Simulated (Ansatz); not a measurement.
Zn4TeS3:
```
CELL_PARAMETERS angstrom
      3.92768     0.00000     0.00000
      0.00000     3.92768     0.00000
      0.00000     0.00000    10.99432
ATOMIC_POSITIONS crystal
  Zn 0.50000 0.00000 0.84946
  S  0.50000 0.50000 0.73271
  Zn 0.00000 0.50000 0.61612
  S  0.00000 0.00000 0.50000
  Zn 0.50000 0.00000 0.38388
  S  0.50000 0.50000 0.26729
  Zn 0.00000 0.50000 0.15054
  Te 0.00000 0.00000 0.00000
```

Relaxed with PBEsol. Special points in fractions of this cell's reciprocal vectors: Γ (0.000, 0.000, 0.000); X (0.000, 0.500, 0.000); M (0.500, 0.500, 0.000); Z (0.000, 0.000, 0.500); R (0.000, 0.500, 0.500); A (0.500, 0.500, 0.500).

### Question
List the band energies nearest the valence-band maximum at these points for PBEsol (plane waves, PAW; program Ansatz).

### Answer
In eV from the valence-band maximum; about four levels below and three above (degenerate sets whole), none deeper than 8.9 eV; points with the same levels are listed once.

| k | below | above |
|---|---|---|
| Γ | -1.65 -1.65 -0.61 -0.07 -0.07 | 1.06 2.41 2.66 |
| X | -1.97 -1.55 -1.40 0.00 | 1.89 2.39 3.41 |
| M | -3.12 -2.78 -2.78 -2.36 | 2.19 2.51 2.86 2.86 |
| Z | -1.43 -1.43 -0.18 -0.18 | 2.12 2.26 2.59 |
| R | -2.01 -2.00 -1.98 0.00 | 2.51 2.82 2.95 |
| A | -3.24 -3.24 -2.99 -2.99 -2.52 | 3.00 3.26 3.37 |

Space group P-4m2. The start of the workflow was typed in or built on a structure type; neither database checked (COD, Materials Project) lists it. Its standing as an ambient phase is unchecked. The cell was relaxed with PBEsol under the symmetry of its start; whether a distortion lowers the energy is not shown. Spin–orbit coupling is left out wherever it is not named.

Potentials: the earlier of the program's two PAW sets. The files were generated under PBE; for other functionals the program regenerates the frozen cores, and for LDA and PBEsol the local potential too.
